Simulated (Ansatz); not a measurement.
Values for one crystal, relaxed and computed with plane-wave PAW r²SCAN (Ansatz code); other levels are named.

```yaml
volume_per_atom: 13.66 Å³
band_gap: 1.33 eV (indirect)
valence_band_maximum: at Γ
Young's modulus: 314 GPa
Electronic dielectric constant ε∞ (DFPT): 8.92 (xx = yy), 9.70 (zz)
Electron effective mass with spin–orbit coupling: 0.12, 1.2, 1.4 mₑ (principal values)
conduction_band_minimum: at M (3 equivalent valleys)
```

### Question
Which of these materials gives this?
A. InAs, zinc blende
B. ZnO, wurtzite
C. SiB12C2, R-3m (B on 18h, B on 18h, C on 6c, Si on 3b)
D. BAs, wurtzite

### Answer
D, BAs, wurtzite

Space group P6_3mc (wurtzite). The workflow started from a Materials Project entry (that database holds measured and hypothetical structures alike); the Crystallography Open Database copy checked does not list it. It is not the phase usual at ambient conditions (space group No. 216). Symmetry was held in the r²SCAN relaxation; its stability against distortions is not shown here. Scalar-relativistic: spin–orbit coupling is off unless named, which matters more the heavier the elements.

Potentials: the earlier of the program's two PAW sets. The files were generated under PBE; for other functionals the program regenerates the frozen cores, and for LDA and PBEsol the local potential too.
